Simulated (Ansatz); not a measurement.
CdAu:
Space group Pmma (No. 51); a = 4.8322 Å, b = 3.1626 Å, c = 4.9175 Å, α = β = γ = 90.00°

```json
[
 {"atom": "Cd", "site": "2e", "symmetry": "mm2", "x": "0.2500", "y": "0.0000", "z": "0.2959"},
 {"atom": "Au", "site": "2f", "symmetry": "mm2", "x": "0.7500", "y": "0.5000", "z": "0.1996"}
]
```

Relaxed at zero pressure with DFT-r²SCAN in the program Ansatz with PAW potentials.

Question: The volume is raised by 6 % and shape and atoms relax at that volume. What pressure results, and how do the axes share the change?

Answer: -5.2 GPa; a 1.4 %, b 3.1 %, c 1.5 %; the energy rises by 19 meV/atom.

Question: Give the new structure.

Answer: 
Space group Pmma (No. 51); a = 4.898 Å, b = 3.259 Å, c = 4.989 Å, α = 90.00°, β = 90.00°, γ = 90.00°

```csv
atom,site,symmetry,x,y,z
Cd,2e,mm2,0.2500,0.0000,0.2929
Au,2f,mm2,0.7500,0.5000,0.2007
```

The phase is kept; no other phase was compared at this pressure.

The workflow started from an entry of the Crystallography Open Database (COD), which files this formula under 4 space groups. Whether it is the stable phase at ambient conditions was not checked. The cell was relaxed with r²SCAN under the symmetry of its start; whether a distortion lowers the energy is not shown. Axis ratios of metals converge slowly with the k-mesh, so a and c are less sure than the volume. Spin–orbit coupling is left out wherever it is not named.

Potentials: the later of the program's two PAW sets.
